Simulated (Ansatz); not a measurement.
# Gd (hcp)

Level of theory: DFT, PBE with spin–orbit coupling, two-component spinors; plane waves to 420 eV with PAW datasets (Ansatz 0.2.0), Γ-centred 14×14×8 mesh, 0.05 eV Gaussian smearing. The datasets are Ansatz's generated set soft_2.

```
CELL_PARAMETERS angstrom
3.64553 0.00000 0.00000
-1.82276 3.15712 0.00000
0.00000 0.00000 5.82811
ATOMIC_POSITIONS crystal
Gd 0.33333 0.66667 0.75000
Gd 0.66667 0.33333 0.25000
```

Magnetic state: ferromagnetic, site spin moments Gd 6.81 μB, along [001] (Cartesian), which lowers the symmetry.

Q: Which orbitals carry the states at the Fermi level, and how many states are there?

A: Within 0.1 eV of it: Gd 5d 56 %, Gd 4f 40 % (shares among the projected shells). The Fermi level sits on a steep edge: the density of states is 2.4, 3.2 and 5.5 states/eV per cell at −0.1, 0 and +0.1 eV.

Density of states (tetrahedra, averaged over 0.3 eV; states/eV per cell of 2 atoms; energy in eV from the Fermi level; projections on Löwdin-orthogonalised atomic orbitals, summed over sites):

```csv
E,total,Gd 4f j=7/2,Gd 5d,Gd 4f j=5/2,Gd 6s,Gd 5p
-5.20,0.0,0.0,0.0,0.0,0.0,0.0
-4.90,20.5,5.0,0.0,15.3,0.0,0.0
-4.60,14.1,8.3,0.0,5.7,0.1,0.0
-4.30,12.3,11.1,0.0,1.1,0.1,0.0
-4.00,0.2,0.0,0.0,0.0,0.2,0.0
-3.70,0.3,0.0,0.0,0.0,0.2,0.0
-3.40,0.3,0.0,0.0,0.0,0.3,0.0
-3.10,0.4,0.0,0.1,0.0,0.3,0.0
-2.80,0.6,0.0,0.1,0.0,0.4,0.0
-2.50,0.8,0.0,0.3,0.0,0.5,0.0
-2.20,1.2,0.0,0.7,0.0,0.5,0.0
-1.90,1.2,0.0,0.7,0.0,0.5,0.0
-1.60,1.7,0.0,1.2,0.0,0.5,0.0
-1.30,2.2,0.0,1.7,0.0,0.4,0.0
-1.00,2.4,0.0,2.0,0.0,0.3,0.0
-0.70,2.7,0.0,2.2,0.0,0.2,0.0
-0.40,3.3,0.1,2.8,0.1,0.2,0.0
-0.10,3.0,0.2,2.2,0.3,0.2,0.0
0.20,13.2,3.6,2.0,7.3,0.1,0.0
0.50,18.9,9.2,2.2,7.0,0.1,0.0
0.80,18.7,13.0,2.8,2.4,0.2,0.0
1.10,5.3,1.6,3.1,0.2,0.2,0.0
1.40,3.4,0.4,2.6,0.1,0.2,0.0
1.70,3.1,0.1,2.7,0.1,0.1,0.0
2.00,3.3,0.1,2.8,0.1,0.1,0.0
2.30,3.3,0.1,2.7,0.0,0.2,0.0
2.60,2.8,0.1,2.4,0.0,0.1,0.0
2.90,2.4,0.0,2.2,0.0,0.1,0.0
3.20,1.7,0.0,1.6,0.0,0.0,0.0
3.50,1.6,0.0,1.5,0.0,0.0,0.0
3.80,1.7,0.0,1.6,0.0,0.1,0.0
4.10,2.0,0.0,1.8,0.0,0.1,0.0
```

Of the 7.08 f electrons on Gd, 3.37 have j = 5/2 and 3.71 have j = 7/2, a share of 48 % in j = 5/2. Without spin–orbit coupling the share would be 6/14 = 43 %, in the jj limit 85 %, so the shell stands 11 % of the way to jj coupling; exchange, which aligns spins across both levels, holds it back.

Without a U the 4f levels of Gd lie too near the Fermi level, so their share of the states there, and what hangs on it, is overstated. Site moments are of spin, integrated over Gaussian weights of 0.5 Å, which gives about a tenth less on f atoms than spheres do. No antiparallel order was tried.

On the Gd 4f shell the spin moment is 6.86 μB and the orbital moment 0.11 μB, parallel to it, 6.97 μB net (projected on atomic orbitals, along the moments' axis).
